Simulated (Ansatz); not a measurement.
# Coordination and I-127 quadrupole coupling in CsSnI3

Cell: a computed structure from the Materials Project (it need not be an observed phase).

Space group Pnma (No. 62); a = 10.5977, b = 4.7828, c = 17.9646 Å.

| site | Wyckoff | site symmetry | x | y | z |
| --- | --- | --- | --- | --- | --- |
| Cs | 4c | .m. | 0.5841 | 0.2500 | 0.1699 |
| Sn | 4c | .m. | 0.8414 | 0.2500 | 0.9381 |
| I9 | 4c | .m. | 0.5269 | 0.7500 | 0.6156 |
| I13 | 4c | .m. | 0.7940 | 0.7500 | 0.2914 |
| I17 | 4c | .m. | 0.6661 | 0.7500 | 0.9986 |

One atom of each set is listed.

The numbers come from a DFT calculation in Ansatz (PBE, plane waves and PAW, scalar-relativistic, 420 eV cutoff, Γ-centred 3×6×2 k-points, Fermi–Dirac smearing 0.02 eV).

Q(I-127) = -688.2 mb.

**Question.** Order the I environments from the weakest to the strongest quadrupole coupling.
A. I9: 3 Sn at 3.24–3.48 Å
B. I17: 2 Sn at 3.22 Å, angle 96°
C. I13: 1 Sn at 3.00 Å

**Answer.** A (141 MHz, η = 0.52), B (364 MHz, η = 0.40), C (495 MHz, η = 0.33).

At I17 V_zz stands upright on the plane of its two bonds (within 6°). At I13 V_zz points along its bond to Sn (within 1°). Like point charges on the first shell alone (each adding as 1/d³) would give the same order, so the shape of the shell goes a long way to explain it.

Without spin–orbit coupling the gradients at and beside I can be off by some per cent, at some sites by more.
